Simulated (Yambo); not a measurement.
Consider the following.

```
MgPdF6
1.0
    2.46565     1.42354     4.50999
   -2.46565     1.42354     4.50999
    0.00000    -2.84709     4.50999
F Mg Pd
6 1 1
Cartesian
  0.71189   1.45975   7.90695
 -0.71189  -1.45975   5.62302
 -1.62013  -0.11336   7.90695
  1.62013   0.11336   5.62302
  0.90824  -1.34639   7.90695
 -0.90824   1.34639   5.62302
  0.00000   0.00000   6.76499
  0.00000   0.00000   0.00000
```

Workflow: norm-conserving LDA (Quantum ESPRESSO, 84 Ry, no spin-orbit coupling), then G0W0 in Yambo (4×4×4 Γ-centred k mesh, bands 6 to 120 and a 6 Ry block in the screening, 120 bands in G with the Bruneval-Gonze terminator, plasmon pole fitted at 27.2 eV).

### Question
Give the LDA and G0W0 gaps between the band edges found on this mesh, and say where the edges lie.

### Answer
Edges: F → F. LDA: 1.83 eV; G0W0: 4.97 eV. Nearest settings tried, and what they do to the gap: 98 bands in W, 98 bands in G: +17 meV; 5 Ry block (133 vectors against 175): +77 meV; 2×2×2 mesh: -51 meV. So the settings aren't converged at that level. Spin-orbit splittings are left out.

Geometry of the Materials Project entry, not relaxed at this level.
